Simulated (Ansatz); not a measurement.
# Diamond alloy of Si and Ge (20 of 64 Si sites exchanged), 64 atoms

Ansatz, PAW, plane waves. PBEsol relaxation of volume and atoms (shape held) at the single k point (¼, ¼, ¼) without its symmetry partners; single points on the relaxed atoms at the Γ point alone, onto which points of the small cell's zone fold. Arrangement: clustered. No spin–orbit coupling unless named.

Relaxed structure:

```
Ge Si
1.0
    11.00310    0.00000    0.00000
     0.00000   11.00310    0.00000
     0.00000    0.00000   11.00310
Ge Si
20 44
Cartesian
  0.0333 0.0430 0.0485
  0.0281 10.9788 5.4589
  5.5002 5.4954 10.9999
  1.4246 1.4010 6.8469
  2.7844 8.2284 0.0368
  8.1920 2.7665 5.4880
  8.1999 8.2494 11.0018
  9.6192 4.1846 6.8568
  9.6462 9.6009 1.4068
  9.5836 9.5904 6.8320
  2.8360 0.0129 8.2531
  8.1952 11.0022 2.7495
  8.1837 11.0012 8.2485
  9.6435 1.4132 4.0869
  9.5930 1.4046 9.6574
  9.6112 6.8248 9.6306
  0.0110 2.7833 8.2565
  0.0189 8.2110 8.2194
  1.4256 4.1665 9.6726
  1.3947 9.6332 9.6290
  0.0007 5.5038 0.0531
  0.0231 5.5281 5.4675
  5.4948 0.0155 0.0069
  5.4833 10.9927 5.4898
  5.4873 5.5112 5.4888
  1.4298 1.4176 1.4163
  1.3749 6.8501 1.4151
  1.4177 6.8575 6.8319
  6.8465 1.4086 1.3574
  6.8055 1.3774 6.8668
  6.8653 6.8777 1.4216
  6.8595 6.8685 6.8678
  2.7923 2.7467 0.0313
  2.7878 2.7903 5.4630
  2.7690 8.2465 5.4844
  8.2219 2.7936 0.0268
  8.2059 8.2039 5.4604
  4.1164 4.1210 1.4028
  4.1394 4.1378 6.8676
  4.1579 9.6582 1.4041
  4.1528 9.6025 6.8440
  9.6246 4.1385 1.3876
  2.7714 0.0063 2.7595
  2.7577 5.4965 2.7614
  2.7824 5.5195 8.2220
  8.2530 5.5046 2.7555
  8.2004 5.4997 8.2393
  4.1391 1.3833 4.1234
  4.1668 1.4145 9.6619
  4.1242 6.8806 4.1221
  4.1386 6.8795 9.5875
  9.6303 6.8722 4.1221
  0.0349 2.7986 2.7278
  0.0255 8.2179 2.7811
  5.4892 2.7536 2.7456
  5.4904 2.7637 8.2500
  5.4889 8.2517 2.7629
  5.4969 8.2440 8.2245
  1.3902 4.1476 4.1206
  1.4200 9.5983 4.0949
  6.8383 4.1598 4.0962
  6.8810 4.1142 9.6082
  6.8400 9.6078 4.1443
  6.8025 9.6251 9.6272
```

Q: What are the mean bond lengths by pair (pairs within 1.2 times the sum of covalent radii, less contacts 15 % beyond the pair's median; cation–cation pairs of compounds aside; long ionic contacts are cut short by that bound)?

A: Ge–Ge 2.429 ± 0.005 Å (standard deviation, 24 bonds); Ge–Si 2.393 ± 0.007 Å (standard deviation, 32 bonds); Si–Si 2.362 ± 0.005 Å (standard deviation, 72 bonds).

Q: What gap lies between the top filled and the lowest empty level in the single points?

A: HSE06 1.17 eV (4.4 min on 7 threads of Neoverse-V2). An indirect band minimum needn't fold onto Γ of this cell; where it doesn't, these gaps are too wide.
